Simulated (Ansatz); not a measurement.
A geometry of AlAu away from equilibrium: step 2 of the relaxation of a relaxed AlAu cell, doubled along one cell vector, shaken by Gaussian noise of σ = 0.08 Å a coordinate. The numbers are results of PBE (plane waves to 420 eV, PAW, scalar-relativistic; Ansatz, a program for electronic structure), not measurements. Γ-centred k-mesh 8×4×11 on the run's cell (coarser than for final values), Fermi–Dirac smearing 0.05 eV.

```xyz
12
Lattice="-2.1494 2.0348 6.3183 4.0179 -4.2130 12.5920 2.1351 2.0922 -6.3415" Properties=species:S:1:pos:R:3:forces:R:3 pbc="T T T" free_energy=-82123.460 pressure_GPa=1.0
Al    -0.0211     2.0465     0.2371    0.1258   -0.0082   -0.0268
Al     1.9733    -0.0731     6.4961    0.1510    0.0328    0.2321
Al     2.0355    -0.0475     0.3156   -0.0733    0.1411   -0.1699
Al     4.0577    -2.0953     6.3814    0.0103   -0.4530    0.4372
Al    -0.0458     0.0299     2.3171   -0.0833   -0.0036   -0.0700
Al     2.0947    -2.1139     8.5991    0.1063    0.0033    0.0235
Au    -0.2670    -0.1175    11.1555    0.3779    0.0808   -0.2176
Au     1.8722    -2.2453    17.3971    0.1880    0.0939   -0.0286
Au    -0.0536    -0.0645     4.7964   -0.5555   -0.1884    0.0489
Au     1.9313    -2.2138    11.0956   -0.1928    0.2610   -0.2722
Au    -0.0361    -0.0469     8.2603   -0.0244   -0.0714    0.1026
Au     1.9369    -2.1599    14.4960   -0.0301    0.1119   -0.0593
```

Positions in Å, forces in eV/Å, free energy of the cell in eV (comparable only within this code, potentials and settings). Largest force: 0.63 eV/Å, on Al4 (atoms numbered as listed); the geometry lies 0.13 eV/atom above the end of its relaxation.

No spin polarisation in the result.

The end of the path is a generated cell of AlAu: the first start was made by a random draw of sites in a space group, and the end was not matched to a known phase here, so it may be hypothetical.
